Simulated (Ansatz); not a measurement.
Al2O3: two-dimensional strain map

Level of theory: Ansatz 0.2.0, DFT r2SCAN, scalar-relativistic, plane waves, PAW. Settings: plane waves to 500 eV, k-mesh 12×12×4 (Γ-centred), Gaussian smearing 0.05 eV. No spin polarisation. Energies are free energies at this smearing, counted from the undisturbed cell; pressure is positive in compression.

The undisturbed cell (as given, not relaxed at this level; it stands at -4.5 GPa; this form isn't the usual structure):

```
Al O
1.0
     2.88432    0.00000    0.00000
    -1.44216    2.49790    0.00000
     0.00000    0.00000    9.33675
Al O
2 3
Direct
  0.00000 0.00000 0.14999
  0.00000 0.00000 0.85001
  0.33333 0.66667 0.22232
  0.66667 0.33333 0.00000
  0.33333 0.66667 0.77768
```

The cell holds layers and no dispersion correction was added, so their binding is poorly described.

The cell is strained by p along both x and y and by q along z, fractional coordinates fixed. Points are written (p, q).

Energy above the undisturbed cell in meV/atom (a dash: not computed):

| p \ q | -0.080 | -0.040 | 0.000 | 0.040 | 0.080 |
| --- | --- | --- | --- | --- | --- |
| -0.080 | 348.1 | 271.0 | 235.2 | 235.1 | 265.6 |
| -0.040 | 105.8 | 51.2 | 33.6 | 47.9 | 89.8 |
| 0.000 | 42.5 | 4.7 | 0.0 | 24.0 | 72.8 |
| 0.040 | 112.5 | 87.0 | 91.4 | 121.6 | 174.1 |
| 0.080 | 280.3 | 263.9 | 274.5 | 308.4 | 362.4 |

Pressure in GPa:

| p \ q | -0.080 | -0.040 | 0.000 | 0.040 | 0.080 |
| --- | --- | --- | --- | --- | --- |
| -0.080 | 52.8 | 42.9 | 34.7 | 27.7 | 21.9 |
| -0.040 | 24.3 | 17.2 | 11.4 | 6.6 | 2.6 |
| 0.000 | 4.5 | -0.5 | -4.5 | -7.8 | -10.4 |
| 0.040 | -9.0 | -12.5 | -15.2 | -17.3 | -19.0 |
| 0.080 | -18.0 | -20.4 | -22.1 | -23.4 | -24.4 |

Gap on the k-mesh in eV:

```csv
p \ q,-0.080,-0.040,0.000,0.040,0.080
-0.080,7.86,7.96,7.77,7.12,6.34
-0.040,6.64,6.77,6.80,6.50,5.86
0.000,5.42,5.56,5.63,5.62,5.26
0.040,4.29,4.45,4.55,4.59,4.57
0.080,3.28,3.46,3.58,3.66,3.69
```